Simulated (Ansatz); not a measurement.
AlNi (CsCl type)

```yaml
crystal:
  lattice:
    - [2.89266, 0.00000, 0.00000]
    - [0.00000, 2.89266, 0.00000]
    - [0.00000, 0.00000, 2.89266]
  atoms:
    - { symbol: Al, position: [0.00000, 0.00000, 0.00000] }
    - { symbol: Ni, position: [0.50000, 0.50000, 0.50000] }
```

E(V) scan at fixed shape, V₀ the volume above. Symmetry pins the atoms to their sites.

The numbers are results of PBE (plane waves to 420 eV, PAW, scalar-relativistic; Ansatz, a quantum-chemistry and plane-wave program), not measurements. k mesh 16×16×16 (Γ-centred), Fermi-Dirac smearing 0.05 eV. E stands for the smeared free energy. Compression counts positive. AlNi is run without spin polarisation. AlNi was relaxed with its symmetry unable to fall. The PAW data are Ansatz's earlier set. ΔE is measured from the relaxed starting cell. The last digit holds for this mesh only.

| V (Å³/atom) | ΔE (meV/atom) |
|---|---|
| 10.166 | 209.6 |
| 10.553 | 125.6 |
| 10.940 | 66.3 |
| 11.328 | 27.7 |
| 11.715 | 6.5 |
| 12.102 | 0.0 |
| 12.489 | 5.8 |
| 12.877 | 22.0 |
| 13.264 | 47.0 |
| 13.651 | withheld |
| 14.038 | 117.8 |

Question: Fit a third-order Birch-Murnaghan form (E₀, V₀, B₀, B₀′ free) to the given rows and predict ΔE at V = 13.651.

Answer: Least squares on the 10 given rows: ΔE = E₀ + (9V₀B₀/16)·y²·[2 + (B₀′ − 4)y], y = (V₀/V)^(2/3) − 1, with V₀ = 12.103 Å³/atom, B₀ = 158.9 GPa (160.2 GPa = 1 eV/Å³; the term in eV is multiplied by 1000), B₀′ = 4.35, E₀ = 0.01 meV/atom; root-mean-square residual 0.06 meV/atom. At 13.651 the fit gives 79.2 meV/atom; the calculation gives 79.3 meV/atom, so the interpolation is off by -0.1 (-0.1 %). For the pressure the fit gives -14.7 GPa against the computed -14.7 GPa.

(Under strain, the slope of the energy per volume gives the stress and its curvature an elastic modulus.)
